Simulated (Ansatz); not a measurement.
MgO:
```
CELL_PARAMETERS angstrom
      0.00000     2.10711     2.10711
      2.10711     0.00000     2.10711
      2.10711     2.10711     0.00000
ATOMIC_POSITIONS crystal
  Mg 0.50000 0.50000 0.50000
  O  0.00000 0.00000 0.00000
```

Relaxed with PBEsol.

### Question
Which orbitals make up the states near the band edges in the program Ansatz at the PBEsol level (PAW)?

### Answer
Top 1 eV of the valence band: O 2p 98 %. Bottom 1 eV of the conduction band: Mg 3s 54 %, O 2s 35 %, O 2p 9 %. Projections are on Löwdin-orthogonalised atomic valence shells; empty p or d shells of many metals are not among them.

### Question
Tabulate the density of states.

### Answer
States/eV per cell of 2 atoms, in 0.25 eV bins, energy from the valence-band maximum.

```
E (eV)  total  O 2p  Mg 3s  O 2s
------  -----  ----  -----  ----
-4.80    0.00  0.00   0.00  0.00
-4.55    0.19  0.14   0.04  0.00
-4.30    0.46  0.36   0.09  0.00
-4.05    0.89  0.73   0.13  0.01
-3.80    2.06  1.74   0.24  0.03
-3.55    2.06  1.73   0.25  0.04
-3.30    0.88  0.74   0.10  0.03
-3.05    0.39  0.31   0.05  0.02
-2.80    0.70  0.61   0.05  0.02
-2.55    0.84  0.75   0.04  0.02
-2.30    0.91  0.83   0.03  0.01
-2.05    0.98  0.90   0.02  0.01
-1.80    1.05  0.99   0.02  0.01
-1.55    1.51  1.43   0.03  0.01
-1.30    2.42  2.33   0.02  0.01
-1.05    2.65  2.57   0.01  0.00
-0.80    2.85  2.78   0.00  0.00
-0.55    1.92  1.89   0.00  0.00
-0.30    0.98  0.97   0.00  0.00
-0.05    0.27  0.27   0.00  0.00
0.20     0.00  0.00   0.00  0.00
0.45     0.00  0.00   0.00  0.00
0.70     0.00  0.00   0.00  0.00
0.95     0.00  0.00   0.00  0.00
1.20     0.00  0.00   0.00  0.00
1.45     0.00  0.00   0.00  0.00
1.70     0.00  0.00   0.00  0.00
1.95     0.00  0.00   0.00  0.00
2.20     0.00  0.00   0.00  0.00
2.45     0.00  0.00   0.00  0.00
2.70     0.00  0.00   0.00  0.00
2.95     0.00  0.00   0.00  0.00
3.20     0.00  0.00   0.00  0.00
3.45     0.00  0.00   0.00  0.00
3.70     0.00  0.00   0.00  0.00
3.95     0.00  0.00   0.00  0.00
4.20     0.00  0.00   0.00  0.00
4.45     0.00  0.00   0.00  0.00
4.70     0.00  0.00   0.00  0.00
4.95     0.02  0.00   0.01  0.01
5.20     0.03  0.00   0.01  0.01
5.45     0.04  0.00   0.02  0.01
5.70     0.05  0.01   0.02  0.01
5.95     0.06  0.01   0.03  0.02
6.20     0.07  0.01   0.04  0.02
6.45     0.09  0.02   0.05  0.02
6.70     0.11  0.02   0.06  0.03
6.95     0.13  0.02   0.07  0.03
7.20     0.16  0.03   0.09  0.03
7.45     0.20  0.04   0.11  0.04
7.70     0.30  0.04   0.15  0.04
7.95     0.44  0.05   0.18  0.04
8.20     0.45  0.05   0.18  0.04
8.45     0.46  0.05   0.19  0.03
8.70     0.47  0.05   0.19  0.03
8.95     0.50  0.05   0.19  0.03
9.20     0.63  0.05   0.20  0.02
9.45     0.82  0.05   0.23  0.02
```

Space group Fm-3m (rock salt). The cell was relaxed with PBEsol under the symmetry of its start; phonons on a q-mesh show no instability. The volume moved by -33 % from the start of the relaxation.

Potentials: the later of the program's two PAW sets.
